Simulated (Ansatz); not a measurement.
An Ansatz (a program for electronic structure) run. Input:

Ansatz 0.2 input:
```yaml
crystal:
  lattice:
    - [4.4765053699, 0.0, 0.0]
    - [0.0, 4.4765053699, 0.0]
    - [0.0, 0.0, 3.0077134871]
  atoms:
    - { symbol: Mg, position: [0.5, 0.5, 0.5] }
    - { symbol: Mg, position: [0.0, 0.0, 0.0] }
    - { symbol: H, position: [0.695488178, 0.695488178, 0.0] }
    - { symbol: H, position: [0.304511822, 0.304511822, 0.0] }
    - { symbol: H, position: [0.804511822, 0.195488178, 0.5] }
    - { symbol: H, position: [0.195488178, 0.804511822, 0.5] }
kpoints:
  mp_grid: { grid: [6, 6, 9] }
hamiltonian:
  xc: pbesol
  pseudopotentials: { kind: paw }
scf:
  occupations: { method: fixed }
phonons:
  method: dfpt
  response_accuracy: low
  eigenvectors: true
  rigid_motions: translations
  dielectric: true
```

Output (shortened):

```
Pseudopotential: Mg, paw, valence charge 10
Pseudopotential: H, paw, valence charge 1
Functional definition: PBEsol
Crystal: 6 atoms, lattice volume = 60.272 Å³
Basis set: ecut = 420 eV, 1187 PW (Γ), exchange–correlation on 60×60×48 points (8 copies of the dense FFT grid, shifted against one another)
Bands: 18, of which v1, the nominal top of the filled ones, is band 12 counted from 1 (11 counted from 0)
Symmetry: 16 space group operations
k-points: 164 of 324 (irreducible under 1 space group operation, time reversal used)
SCF iter   1: F=—  HF=-3887.796794 eV  |F-HF|=—  |Δ(HF+E_count)|=         —  Δρ=7.69e-3  dr2=2.55e-2  ethr=1.77e-3  ⟨swp⟩=5.0  Hψ=12379  notcnv=0  defer=637
preconditioner: auto → none
SCF iter   2: F=—  HF=-3887.788073 eV  |F-HF|=—  |Δ(HF+E_count)|=   8.72e-3  Δρ=2.65e-3  dr2=3.04e-3  ethr=1.06e-4  ⟨swp⟩=1.2  Hψ=4322  notcnv=0  defer=606
SCF iter   3: F=—  HF=-3887.787058 eV  |F-HF|=—  |Δ(HF+E_count)|=   1.02e-3  Δρ=1.12e-4  dr2=2.59e-6  ethr=1.27e-5  ⟨swp⟩=2.0  Hψ=3634  notcnv=0  defer=654
SCF iter   4: F=—  HF=-3887.787058 eV  |F-HF|=—  |Δ(HF+E_count)|=   4.81e-7  Δρ=4.44e-5  dr2=4.75e-7  ethr=1.08e-8  ⟨swp⟩=2.1  Hψ=4121  notcnv=0  defer=300
SCF iter   5: F=—  HF=-3887.787059 eV  |F-HF|=—  |Δ(HF+E_count)|=   5.97e-7  Δρ=9.04e-6  dr2=1.68e-8  ethr=1.98e-9  ⟨swp⟩=2.0  Hψ=4636  notcnv=0  defer=300
SCF iter   6: F=-3887.787059 eV  HF=-3887.787059 eV  |F-HF|=1.82e-12  |Δ(HF+E_count)|=   2.09e-8  Δρ=2.76e-7  dr2=4.93e-11  ethr=1.00e-12  ⟨swp⟩=10.4  Hψ=19295  notcnv=0
SCF 1 converged in 6 iterations: F = -3887.787059 eV  dr2 = 4.93e-11
NSCF: frozen V_eff on 4 k-points
DFPT response loops at Γ: preconditioner auto → none (the input reference at scf.mixing.eps_inf says where Resta's filter doesn't serve); β = 0.50 …
── the response to a field inside a basis, on 6×6×10 k-points: an SCF that follows is theirs, and a resumed run solves both again ──
Crystal: 6 atoms, lattice volume = 60.272 Å³
Bands: 13, of which v1, the nominal top of the filled ones, is band 12 counted from 1 (11 counted from 0)
k-points: 30 of 360
SCF iter   1: F=—  HF=-3887.785912 eV  |F-HF|=—  |Δ(HF+E_count)|=         —  Δρ=2.28e-4  dr2=7.17e-6  ethr=1.00e-1
preconditioner: auto → none
SCF iter   2: F=—  HF=-3887.785917 eV  |F-HF|=—  |Δ(HF+E_count)|=   5.31e-6  Δρ=1.08e-4  dr2=1.53e-6  ethr=2.99e-8
SCF iter   3: F=-3887.785920 eV  HF=-3887.785919 eV  |F-HF|=2.13e-8  |Δ(HF+E_count)|=   2.21e-6  Δρ=9.77e-6  dr2=1.73e-8  ethr=6.37e-9
SCF 1 converged in 3 iterations: F = -3887.785920 eV  dr2 = 1.73e-8
DFPT response loops at Γ: mixed as the last ones told, above
SCF converged after 6 iterations
Free energy (F): -3887.787059 eV
Harris-Foulkes:  -3887.787059 eV  (|F-HF|=1.82e-12)
Internal energy: -3887.787059 eV  (E = F + TS)
E sigma→0 (E₀):  -3887.787059 eV
Fermi energy:    1.997441 eV
--- Per-component energies (eV) ---
  E_band       = -745.925628
  E_kinetic    = 206.912018
  E_local      = -3434.698829  (includes V_loc(G=0)·N_el)
  E_nonlocal   = 197.155714
  E_hartree    = 1230.609000
  E_xc         = -93.449214
  E_vxc        = -121.458027  (∫ρ·V_xc dr)
  E_paw        = -563.877868  (= ΣΔE_a)
  E_vpaw       = -55.049603  (= ΣTr[D̂ρ^β])
  E_aug_tail   = -0.005155  (compensation charges beyond the density's cutoff)
  E_ewald      = -1430.550451
  E_core_change = 0.117725  (= ΣΔE_core)
  E_smearing   =  0.000000  (= −TS)
  E_closure    = 0.000000  (closes the sum)
  Σ components = -3887.787059   (vs F -3887.787059, Δ=0.00e0)
  [band-id]    e_kinetic+e_local+e_nonlocal+2·e_hartree+e_vxc+e_vpaw+e_augmentation_tail = -745.925880   (vs E_band -745.925628, Δ=-2.52e-4)
--- Band table (eV; the first three rows and the last of 164) ---
  k-point 0: bands = ["-71.2650", "-71.2640", "-38.2219", "-38.2219", "-38.2016", "-38.2016", "-38.1848", "-38.1819", "-4.6668", "0.4877", "0.4877", "1.5341", "6.4044", "6.9586", "11.0689", "11.0689", "12.8082", "13.0436"]
  k-point 1: bands = ["-71.2647", "-71.2637", "-38.2213", "-38.2213", "-38.2014", "-38.2014", "-38.1889", "-38.1862", "-4.4789", "0.6136", "0.6136", "1.5345", "6.6088", "7.0311", "10.8696", "11.1737", "11.1737", "12.6513"]
  k-point 2: bands = ["-71.2639", "-71.2631", "-38.2196", "-38.2196", "-38.2008", "-38.2008", "-38.1992", "-38.1971", "-3.9229", "0.9663", "0.9663", "1.3773", "7.0499", "7.2218", "9.4785", "11.0898", "11.0898", "11.9031"]
  k-point 163: bands = ["-71.2621", "-71.2621", "-38.2180", "-38.2180", "-38.2167", "-38.2167", "-38.2000", "-38.2000", "-0.0596", "-0.0596", "0.8760", "0.8760", "5.8312", "5.8312", "6.0427", "6.0427", "14.8797", "14.8797"]
--- Phonons (Γ-DFPT): 4 representative perturbations + reference, on 164 of 324 k-points (Σ response iterations 12) ---
  ASR residual: 5.996e-5 → 0.000e0 eV/Å²; symmetrization residual: 7.960e-6 eV/Å²
  ASR residual per site (eV/Å²): 6.00e-5 6.00e-5 2.53e-5 2.53e-5 2.53e-5 2.53e-5
  Γ frequencies (cm⁻¹): 0.00 0.00 0.00 181.21 237.13 297.87 297.87 488.58 488.58 737.76 882.02 990.46 990.46 1123.24 1208.23 1208.23 1311.04 1472.94
  ε∞ (high-frequency dielectric tensor):
        4.161392     0.000000     0.000000
        0.000000     4.161392     0.000000
        0.000000     0.000000     4.210282
  ε⁰ (static dielectric tensor: ions relaxed, cell fixed):
       11.892126     0.000000     0.000000
        0.000000    11.892126     0.000000
        0.000000     0.000000     8.495138
  ε⁰ − ε∞ (ionic part):
        7.730734     0.000000     0.000000
        0.000000     7.730734     0.000000
        0.000000     0.000000     4.284856
  softest optical mode at Γ: 181.21 cm⁻¹; the repairs (sum rule, projections) moved no ω² at Γ by more than (6.74 cm⁻¹)²
  Born effective charges Z* (e; rows j = field, columns β = displacement):
    site 0:
         1.85062   -0.12204    0.00000
        -0.12204    1.85062    0.00000
         0.00000    0.00000    1.94949
    site 1:
         1.85062    0.12204    0.00000
         0.12204    1.85062    0.00000
         0.00000    0.00000    1.94949
    site 2:
        -0.92531   -0.21708    0.00000
        -0.21708   -0.92531    0.00000
         0.00000    0.00000   -0.97474
    site 3:
        -0.92531   -0.21708    0.00000
        -0.21708   -0.92531    0.00000
         0.00000    0.00000   -0.97474
    site 4:
        -0.92531    0.21708    0.00000
         0.21708   -0.92531    0.00000
         0.00000    0.00000   -0.97474
    site 5:
        -0.92531    0.21708    0.00000
         0.21708   -0.92531    0.00000
         0.00000    0.00000   -0.97474
  Z* charge neutrality: 4.354e-4 e pre-enforcement
  solved inside a basis spanned on kpoints, on 6×6×10 k-points, its susceptibility summed on 10×10×14: ε∞ is read to err by 1.0e-2, Z* by 1.1e-2 e (field_mesh …
  optical modes at Γ without the LO–TO term, one row a degenerate level:
      ω (cm⁻¹)  modes    IR ((D/Å)²/amu)
        181.21      1             0.0000
        237.13      1             0.0000
        297.87      2             1.0174
        488.58      2            86.7291
        737.76      1             0.0000
        882.02      1            94.1995
        990.46      2             0.0000
       1123.24      1             0.0000
       1208.23      2            90.7139
       1311.04      1             0.0000
       1472.94      1             0.0000
  optical modes at Γ + LO–TO along q̂ = [1.0000, 0.0000, 0.0000]:
      ω (cm⁻¹)  modes    IR ((D/Å)²/amu)
        181.21      1             0.0000
        237.13      1             0.0000
        297.87      1             0.5087
        299.80      1             0.0358
        488.58      1            43.3646
        709.55      1            20.6018
        737.76      1             0.0000
        882.02      1            94.1995
        990.46      2             0.0000
       1123.24      1             0.0000
       1208.23      1            45.3570
       1311.04      1             0.0000
       1397.39      1            68.5926
       1472.94      1             0.0000
  optical modes at Γ + LO–TO along q̂ = [0.0000, 1.0000, 0.0000]:
      ω (cm⁻¹)  modes    IR ((D/Å)²/amu)
        181.21      1             0.0000
        237.13      1             0.0000
        297.87      1             0.5087
        299.80      1             0.0358
        488.58      1            43.3646
        709.55      1            20.6018
        737.76      1             0.0000
        882.02      1            94.1995
        990.46      2             0.0000
       1123.24      1             0.0000
       1208.23      1            45.3570
       1311.04      1             0.0000
       1397.39      1            68.5926
       1472.94      1             0.0000
  optical modes at Γ + LO–TO along q̂ = [0.0000, 0.0000, 1.0000]:
      ω (cm⁻¹)  modes    IR ((D/Å)²/amu)
        181.21      1             0.0000
        237.13      1             0.0000
        297.87      2             1.0174
        488.58      2            86.7291
        737.76      1             0.0000
        990.46      2             0.0000
       1123.24      1             0.0000
       1208.23      2            90.7139
       1252.88      1            94.1995
       1311.04      1             0.0000
       1472.94      1             0.0000
```

Cost: about 110 core-seconds (a rough figure) on shared cores.

Space group P4_2/mnm (rutile). The PBEsol relaxation kept the symmetry of its start; phonons on a q-mesh show no instability.

Potentials: the later of the program's two PAW sets.

Ansatz is a plane-wave DFT program.
